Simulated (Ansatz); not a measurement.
Fe2Si in space group P4/nmm (No. 129; Fe on 2a, Fe on 2c, Si on 2c), PBE (plane waves, PAW; program Ansatz), all energies at zero smearing, with the estimated change up to a 700 eV cutoff added, with one set of potentials and settings (totals compare only within such a set). Cell of 6 atoms (4 Fe, 2 Si): -19195.169 eV.

```tsv
element	reference phase	E (eV/atom)
Fe	Im-3m, 1 atoms in the cell, spin-polarised	-4480.4888
Si	Fd-3m, 2 atoms in the cell	-635.8096
```

Formation energy per atom, worked out: (-19195.169 − 4×(-4480.4888) − 2×(-635.8096))/6 = -0.266 eV/atom (-26 kJ per mol of atoms), at 0 K, without zero-point energy or fitted corrections.

The cell is a constructed one: a structure type filled with these elements; neither database checked (COD, Materials Project) lists it. Its standing as an ambient phase is unchecked. The PBE relaxation kept the symmetry of its start; whether a distortion lowers the energy is not shown. Magnetic state: ferromagnetic, chosen from 5 collinear starts compared on coarse meshes (ties went to the first, and starts can fall back to one state), not a proven ground state. The references are the lowest solids computed at this level, not always the standard phases.

Potentials: the later of the program's two PAW sets.
